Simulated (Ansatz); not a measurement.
## Stability checks on a candidate for CoRu3

It was reached by relaxing an invented guess, and it needn't be the stable form of this composition.

All numbers below come from DFT PBE, scalar-relativistic, plane waves, PAW in Ansatz. Plane waves to 420 eV, an 18×18×6 mesh through Γ for the 4-atom cell and 0.10 eV Gaussian smearing; collinear spin.

```cif
data_structure
_symmetry_space_group_name_H-M 'P-6m2'
_symmetry_Int_Tables_number 187
_cell_length_a 2.6933
_cell_length_b 2.6933
_cell_length_c 8.3681
_cell_angle_alpha 90.000
_cell_angle_beta 90.000
_cell_angle_gamma 120.000
_cell_volume 52.57
loop_
_atom_site_label
_atom_site_type_symbol
_atom_site_symmetry_multiplicity
_atom_site_Wyckoff_symbol
_atom_site_fract_x
_atom_site_fract_y
_atom_site_fract_z
_atom_site_occupancy
Co1 Co 1 a 0.00000 0.00000 0.00000 1
Ru1 Ru 1 b 0.00000 0.00000 0.50000 1
Ru2 Ru 2 h 0.33333 0.66667 0.24496 1
```

Formation energies are uncorrected and refer to the elements' standard structures at the same level.

Problem. These tests were run: energy against the elements; phonons at Γ. What do they show?

Solution.

```csv
test,result
energy against the elements,+0.08 eV/atom
phonons at Γ,lowest optical mode 125 cm⁻¹
```

It fails one test: energy against the elements. It may still be a metastable minimum.

Another magnetic order may lie lower. The run for the phonons used an 18×18×6 k mesh and Gaussian smearing of 0.20 eV. The cell carries site moments Co 1.4 μB.
